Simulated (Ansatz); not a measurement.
TePt:
Space group Cmcm (No. 63); a = 3.983 Å, b = 10.789 Å, c = 3.889 Å, α = 90.00°, β = 90.00°, γ = 90.00°

```csv
atom,site,symmetry,x,y,z
Te,4c,m2m,0.0000,0.6431,0.2500
Pt,4c,m2m,0.0000,0.1098,0.7500
```
(The calculation used a cell of 4 atoms; values per cell refer to that cell.)

Relaxed with r²SCAN.

Question: Which orbitals make up the states near the Fermi level in r²SCAN (plane waves, PAW; program Ansatz)?

Answer: Within 0.5 eV of the Fermi level: Te 5p 46 %, Pt 5d 39 %. Projections are on Löwdin-orthogonalised atomic valence shells; empty p or d shells of many metals are not among them.

Question: Tabulate the density of states.

Answer: States/eV per cell of 4 atoms, in 0.25 eV bins, energy from the Fermi level.

| E (eV) | total | Pt 5d | Te 5p | Pt 6s |
|---|---|---|---|---|
| -7.85 | 0.46 | 0.05 | 0.26 | 0.13 |
| -7.60 | 0.79 | 0.10 | 0.45 | 0.21 |
| -7.35 | 1.05 | 0.15 | 0.59 | 0.26 |
| -7.10 | 1.53 | 0.26 | 0.87 | 0.33 |
| -6.85 | 2.36 | 0.51 | 1.37 | 0.39 |
| -6.60 | 3.17 | 0.81 | 1.86 | 0.38 |
| -6.35 | 3.10 | 0.82 | 1.94 | 0.24 |
| -6.10 | 1.22 | 0.40 | 0.66 | 0.10 |
| -5.85 | 2.09 | 0.87 | 1.05 | 0.11 |
| -5.60 | 4.78 | 2.33 | 2.18 | 0.18 |
| -5.35 | 5.61 | 2.98 | 2.38 | 0.16 |
| -5.10 | 3.99 | 2.25 | 1.55 | 0.11 |
| -4.85 | 4.23 | 2.63 | 1.47 | 0.06 |
| -4.60 | 3.93 | 2.47 | 1.28 | 0.10 |
| -4.35 | 3.48 | 2.30 | 0.99 | 0.11 |
| -4.10 | 3.53 | 2.51 | 0.85 | 0.09 |
| -3.85 | 3.21 | 2.48 | 0.57 | 0.08 |
| -3.60 | 6.31 | 5.34 | 0.66 | 0.19 |
| -3.35 | 5.81 | 4.77 | 0.72 | 0.18 |
| -3.10 | 4.44 | 3.73 | 0.47 | 0.14 |
| -2.85 | 9.30 | 8.45 | 0.46 | 0.21 |
| -2.60 | 7.96 | 7.02 | 0.50 | 0.25 |
| -2.35 | 6.93 | 5.77 | 0.63 | 0.26 |
| -2.10 | 4.78 | 3.59 | 0.64 | 0.30 |
| -1.85 | 2.66 | 1.73 | 0.53 | 0.18 |
| -1.60 | 1.38 | 0.81 | 0.41 | 0.07 |
| -1.35 | 1.84 | 1.02 | 0.60 | 0.09 |
| -1.10 | 2.48 | 1.30 | 0.86 | 0.11 |
| -0.85 | 2.67 | 1.30 | 1.01 | 0.11 |
| -0.60 | 2.62 | 1.17 | 1.06 | 0.11 |
| -0.35 | 2.31 | 0.97 | 1.00 | 0.10 |
| -0.10 | 2.10 | 0.83 | 0.96 | 0.09 |
| 0.15 | 1.92 | 0.72 | 0.92 | 0.09 |
| 0.40 | 1.74 | 0.61 | 0.88 | 0.08 |
| 0.65 | 1.63 | 0.53 | 0.86 | 0.07 |
| 0.90 | 1.67 | 0.52 | 0.92 | 0.07 |
| 1.15 | 1.77 | 0.52 | 1.03 | 0.07 |
| 1.40 | 2.20 | 0.61 | 1.34 | 0.09 |
| 1.65 | 2.29 | 0.61 | 1.43 | 0.11 |
| 1.90 | 1.30 | 0.35 | 0.80 | 0.06 |
| 2.15 | 2.24 | 0.50 | 1.02 | 0.56 |
| 2.40 | 1.84 | 0.32 | 0.73 | 0.60 |
| 2.65 | 1.46 | 0.15 | 0.50 | 0.60 |
| 2.90 | 1.53 | 0.13 | 0.50 | 0.62 |
| 3.15 | 1.69 | 0.14 | 0.54 | 0.64 |
| 3.40 | 1.81 | 0.15 | 0.57 | 0.63 |
| 3.65 | 1.80 | 0.15 | 0.56 | 0.56 |
| 3.90 | 1.31 | 0.09 | 0.37 | 0.40 |
| 4.15 | 1.33 | 0.08 | 0.35 | 0.38 |
| 4.40 | 1.51 | 0.08 | 0.36 | 0.42 |
| 4.65 | 0.67 | 0.04 | 0.16 | 0.21 |

The start of the workflow was typed in or built on a structure type; neither database checked (COD, Materials Project) lists it. COD files the formula under space group No. 166, 194. Whether it is the stable phase at ambient conditions was not checked. Symmetry was held in the r²SCAN relaxation; its stability against distortions is not shown here. No spin polarisation was allowed. Spin–orbit coupling is left out wherever it is not named.

Potentials: the later of the program's two PAW sets.
